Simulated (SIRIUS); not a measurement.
Worked example: self-consistent single point of CdS (P6_3mc, 16 atoms in the cell; from Materials Project mp-672, changed as shown) in SIRIUS.

All values come from this method and carry its errors: PBE, SSSP 1.1.2 efficiency PBE pseudopotentials (plane waves; SIRIUS).

The change in words: 2 x 2 x 1 supercell at the zone centre alone; parameters.ngridk: 6 6 4 → 1 1 1; parameters.num_bands: 22 → 86. Reference geometry (P6_3mc):
```yaml
crystal:
  lattice:
    - [4.16509, 0.00000, 0.00000]
    - [-2.08254, 3.60707, 0.00000]
    - [0.00000, 0.00000, 6.77352]
  atoms:
    - { symbol: Cd, position: [0.66667, 0.33333, 0.50022] }
    - { symbol: Cd, position: [0.33333, 0.66667, 0.00022] }
    - { symbol: S, position: [0.66667, 0.33333, 0.87678] }
    - { symbol: S, position: [0.33333, 0.66667, 0.37678] }
```

Reference input (self-consistent single point, DFT, PBE, plane waves, SSSP 1.1.2 efficiency PBE pseudopotentials): parameters.ngridk = 6 6 4; parameters.xc_functionals = [XC_GGA_X_PBE, XC_GGA_C_PBE]; parameters.gk_cutoff = 8.062 1/bohr; parameters.pw_cutoff = 25.496 1/bohr; parameters.smearing = gaussian; parameters.smearing_width = 0.000367493 Ha; potentials = SSSP 1.1.2 efficiency PBE pseudopotentials; parameters.electronic_structure_method = pseudopotential; parameters.num_bands = 22; parameters.num_mag_dims = 0; parameters.num_dft_iter = 100; parameters.energy_tol = 1e-07 Ha. This run's input differs from it in these lines:

```diff
@@ -16,6 +16,6 @@
     "pw_cutoff": 25.496,
-    "ngridk": [6, 6, 4],
+    "ngridk": [1, 1, 1],
     "smearing": "gaussian",
     "smearing_width": 0.000367493,
-    "num_bands": 22,
+    "num_bands": 86,
     "num_mag_dims": 0,
@@ -32,7 +32,7 @@
     "lattice_vectors": [
-      [0.9999999498, 0.0, 0.0],
-      [-0.4999999749, 0.8660253562, 0.0],
-      [0.0, 0.0, 1.6262603959]
+      [1.0000000133, 0.0, 0.0],
+      [-0.5000000067, 0.8660254113, 0.0],
+      [0.0, 0.0, 0.8131302496]
     ],
-    "lattice_vectors_scale": 7.870876,
+    "lattice_vectors_scale": 15.741751,
     "atom_coordinate_units": "lattice",
@@ -45,8 +45,20 @@
       "Cd": [
-        [0.666667, 0.333333, 0.50022],
-        [0.333333, 0.666667, 0.00022]
+        [0.333334, 0.166666, 0.50022],
+        [0.333334, 0.666666, 0.50022],
+        [0.833334, 0.166666, 0.50022],
+        [0.833334, 0.666666, 0.50022],
+        [0.166666, 0.333334, 0.00022],
+        [0.166666, 0.833334, 0.00022],
+        [0.666666, 0.333334, 0.00022],
+        [0.666666, 0.833334, 0.00022]
       ],
       "S": [
-        [0.666667, 0.333333, 0.87678],
-        [0.333333, 0.666667, 0.37678]
+        [0.333334, 0.166666, 0.87678],
+        [0.333334, 0.666666, 0.87678],
+        [0.833334, 0.166666, 0.87678],
+        [0.833334, 0.666666, 0.87678],
+        [0.166666, 0.333334, 0.37678],
+        [0.166666, 0.833334, 0.37678],
+        [0.666666, 0.333334, 0.37678],
+        [0.666666, 0.833334, 0.37678]
       ]
```

Output, abridged:

```
[find] density tolerance         : 1e-06
[find] total energy tolerance    : 1e-07
[find] iter_solver_tol (initial) : 0.01
[find] iter_solver_tol (target)  : 1e-13
[find] num_dft_iter              : 100
Charges and magnetic moments
--------------------------------------------------------------------------------
total charge          : 144.000000
[find] | SCF iteration   0 out of 100|
[diagonalize] iterative solver tolerance (occupied, empty): 0.01 0.01
[diagonalize] average number of iterations: 2
[find] Charges and magnetic moments
[find] total charge          : 144.000000
[find] Energy
   [... lines left out ...]
[find] Charges and magnetic moments
[find] total charge          : 144.000000
[find] Energy
[find] smearing (-TS)                 :       0.00000000
[find] Total energy                   :    -585.65120099 (Ha),   -1171.30240199 (Ry)
[find] Free energy (E-TS)             :    -585.65120099 (Ha),   -1171.30240199 (Ry)
[find] band gap (eV)                  :       1.06311876
[find] Efermi                         :       0.21062104
[find] iteration : 33, RMS (target) : 8.1076e-07 (1.0000e-06) , energy difference (target) : -3.2969e-12 (1.0000e-07)
[find] bands are converged : true
[find] iterative solver converged : false
[find] converged after 34 SCF iterations!
[find] Charges and magnetic moments
[find] total charge          : 144.000000
[find] Energy
[find] smearing (-TS)                 :       0.00000000
[find] Total energy                   :    -585.65120099 (Ha),   -1171.30240199 (Ry)
[find] Free energy (E-TS)             :    -585.65120099 (Ha),   -1171.30240199 (Ry)
[find] band gap (eV)                  :       1.06311876
[find] Efermi                         :       0.21062104
[ground_state] === stress tensor components [kbar] ===
[ground_state] === stress_total ===
[ground_state]   -44.816448   -0.000000    0.000000
[ground_state]    -0.000000  -44.816449    0.000000
[ground_state]     0.000000    0.000000   25.827693
[ground_state] ==== total Forces in Ha/bohr =====
   [... lines left out ...]
[ground_state] atom:   11, force:      -0.0000000      0.0000000     -0.0026500
[ground_state] atom:   12, force:       0.0000000     -0.0000000     -0.0026500
[ground_state] atom:   13, force:       0.0000000     -0.0000000     -0.0026500
[ground_state] atom:   14, force:       0.0000000     -0.0000000     -0.0026500
[ground_state] atom:   15, force:       0.0000000     -0.0000000     -0.0026500
```

The run converged in 34 iterations. SIRIUS prints the stress tensor with tension positive. Against the reference run the free energy rises by 190 meV/atom, the pressure goes from 1.40 to 2.13 GPa and the largest force goes from 0.002 to 0.136 eV/Å.

This run is one point of a test of settings, so its values need not be converged; read them against the reference run alone. The structure comes from a collection of computed structures, made at another level of theory; the collection holds predicted forms beside known ones. Its lattice was then scaled. With one or two k-points the zone of this small cell is coarsely sampled: energies, forces and stress carry that error and can break the symmetry, so a converged loop does not mean converged values.

Cost on one core: about 8 core-minutes (a rough figure).

The gap that the log prints is read on the run's mesh, which can miss the band edges or a crossing.
